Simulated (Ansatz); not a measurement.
GeBiH₃, before and after

Recipe of this trial structure of GeBiH₃: perovskite family, tilts a0a0c- (I4/mcm, No. 140) (A site Bi; B site Ge; X site H). The dimensions are guesses.

POSCAR.start

```
Ge Bi H
1.0
    -2.88535    2.88535    4.08050
     2.88535   -2.88535    4.08050
     2.88535    2.88535   -4.08050
Ge Bi H
2 2 6
Cartesian
  0.0000 0.0000 4.0805
  0.0000 0.0000 0.0000
  0.0000 2.8853 2.0402
  2.8853 0.0000 2.0402
  1.5505 -1.3349 4.0805
  1.3349 1.5505 4.0805
  0.0000 0.0000 6.1207
  1.3349 4.2202 0.0000
  1.5505 1.3349 0.0000
  0.0000 0.0000 2.0402
```

These are results of Ansatz 0.2.0, DFT PBE, scalar-relativistic, plane waves, PAW, not measurements. Cutoff 420 eV, Gaussian smearing, Γ-centred meshes. Cell and atoms relax first on a coarse mesh and then on a finer one. In between, the cell is made exact in the group found at 0.06 Å. In metals the finer mesh still leaves noise of several meV/atom or more. The steps can't lower the symmetry of their start. No spin polarisation.

POSCAR.end

```
Ge Bi H
1.0
    -2.89181    2.89181    3.80719
     2.89181   -2.89181    3.80719
     2.89181    2.89181   -3.80719
Ge Bi H
2 2 6
Direct
  0.50000 0.50000 0.00000
  0.00000 0.00000 0.00000
  0.75000 0.25000 0.50000
  0.25000 0.75000 0.50000
  0.33867 0.83867 0.17735
  0.83867 0.66133 0.50000
  0.75000 0.75000 0.00000
  0.66133 0.16133 0.82265
  0.16133 0.33867 0.50000
  0.25000 0.25000 0.00000
```

The symmetry stays I4/mcm (No. 140). The volume per atom shrinks by 6.3 %, from 13.6 to 12.7 Å³. The shortest distance goes from 2.04 Å (Ge–H) to 1.90 Å (Ge–H). The end is written in a standard setting, so origin, axes and order of atoms can differ from the start's.

```
Volume per atom                              : 12.7 Å³
Density                                      : 7.4 g/cm³
Formation energy                             : +0.62 eV/atom
Gap on the 10×10×10 mesh of the 10-atom cell : 0 eV (a metal)
```

The zero of energy is the elements' standard structures at the same level (H₂ as a molecule); no fitted shifts are applied. A positive value: parting into the elements would lower its energy.

The last run used Gaussian smearing of 0.10 eV. No dispersion correction is applied, so the spacing and binding between layers, chains or molecules are poorly described. Spin–orbit coupling, which can matter for Bi, is left out. With hydrogen, zero-point motion can shift formation energies by some tens of meV/atom. Symmetry constrained the relaxation, so the result can be a saddle point. In all, the 3 runs took 7.9 min on 1 thread of Intel(R) Xeon(R) Processor @ 2.50GHz (Skylake/Cascade Lake) (shared host).
